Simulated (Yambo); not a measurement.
Yambo run on CuI (space group P-3m1, No. 164). The wavefunctions are norm-conserving PBEsol (Quantum ESPRESSO, 92 Ry, with spin-orbit coupling) ones on a 3×3×2 mesh (52 occupied bands); a = b = 4.0675 Å, c = 7.0955 Å, α = β = 90.00°, γ = 120.00°.

Yambo input:

```
rim_cut
gw0
dyson
el_el_corr
HF_and_locXC
cohsex
em1s
RandQpts= 1000000
RandGvec= 1 Ry
EXXRLvcs= 92 Ry
VXCRLvcs= 368 Ry
Chimod= "HARTREE"
% BndsRnXs
 17 | 252 |
%
NGsBlkXs= 6 Ry
% LongDrXs
 1.0 | 1.0 | 1.0 |
%
ExtendOut
% QPkrange
 1 | 1 | 52 | 53 |
%
```

k points by index: 1 = Γ.

Table of the .qp output:

```
#    K-point    Band    Eo [eV]    E [eV]    E-Eo [eV]    Vxc [eV]    Vnlxc [eV]    Sc|Eo [eV]    Re(Z)    Im(Z)
#
    1    52    0.000000    -2.043754    -2.043754    -19.40594    -23.54811    2.098423    1.000000    0.000000
    1    53    1.233236    0.308936    -0.924300    -10.67833    -6.496096    -5.106538    1.000000    0.000000
```
(The two width columns are left out.) Convergence of these settings isn't established.

Geometry relaxed with PBE+D3(BJ).

This is not the ordinary phase of the substance; no match was found in the copy of COD used, and its stability was not checked.
